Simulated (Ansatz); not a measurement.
**CuNi₂ (P6_3/mmc) at 2 levels of theory**

One geometry, relaxed with PBE; plane waves with PAW potentials in Ansatz, scalar-relativistic. Collinear spin; the first row ends at 1.9 μB a primitive cell. Gaps are the least over mesh and band path; pressure is positive in compression.

```yaml
crystal:
  lattice:
    - [2.49978, 0.00000, 0.00000]
    - [-1.24989, 2.16488, 0.00000]
    - [0.00000, 0.00000, 12.44120]
  atoms:
    - { symbol: Cu, position: [0.33333, 0.66667, 0.25000] }
    - { symbol: Cu, position: [0.66667, 0.33333, 0.75000] }
    - { symbol: Ni, position: [0.33333, 0.66667, 0.91883] }
    - { symbol: Ni, position: [0.33333, 0.66667, 0.58117] }
    - { symbol: Ni, position: [0.66667, 0.33333, 0.08117] }
    - { symbol: Ni, position: [0.66667, 0.33333, 0.41883] }
```

```csv
level,cutoff (eV),k mesh,gap (eV),pressure (GPa),largest moment (μB)
PBE,420,18×18×4,0,0.0,0.50
```

Question: What comes out on the same cell with r2SCAN?

Answer:
| level | cutoff (eV) | k mesh | gap (eV) | pressure (GPa) | largest moment (μB) |
| --- | --- | --- | --- | --- | --- |
| r2SCAN | 500 | 18×18×4 | 0 | -6.3 | 0.79 |

The state reached may not be the lowest one.

The cell was found from a structure generator's guess, not taken from experiment.
